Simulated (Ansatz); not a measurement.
Pt (bcc (W type), Im-3m) at seven volumes, plane-wave PAW r²SCAN (Ansatz code), scaled uniformly. One row is withheld.

```json
[
 {"V (Å³/atom)": "14.073", "P (GPa)": "31.63"},
 {"V (Å³/atom)": "14.537", "P (GPa)": "19.02"},
 {"V (Å³/atom)": "15.000", "P (GPa)": "?"},
 {"V (Å³/atom)": "15.464", "P (GPa)": "-0.01"},
 {"V (Å³/atom)": "15.928", "P (GPa)": "-7.09"},
 {"V (Å³/atom)": "16.392", "P (GPa)": "-12.88"},
 {"V (Å³/atom)": "16.856", "P (GPa)": "-17.61"}
]
```

Q: Fit the shown pressures and predict the withheld one.

A: Third-order Birch–Murnaghan: P = (3/2)B₀(x^(7/2) − x^(5/2))[1 + (3/4)(B′ − 4)(x − 1)] with x = (V₀/V)^(2/3). Least squares on the six rows gives V₀ = 15.464 Å³/atom, B₀ = 259.2 GPa, B′ = 5.50. At V = 15.000, x = 1.0205 and P = 8.59 GPa. The run itself gave 8.59 GPa.

The first step of the workflow began from a Materials Project structure, measured or hypothetical; the Crystallography Open Database copy checked does not list it. It is not the phase usual at ambient conditions (space group No. 225). The cell was relaxed with r²SCAN under the symmetry of its start. At this level the phase is mechanically unstable. No spin polarisation was allowed. Scalar-relativistic: spin–orbit coupling is off unless named, which matters more the heavier the elements.

Potentials: the later of the program's two PAW sets.
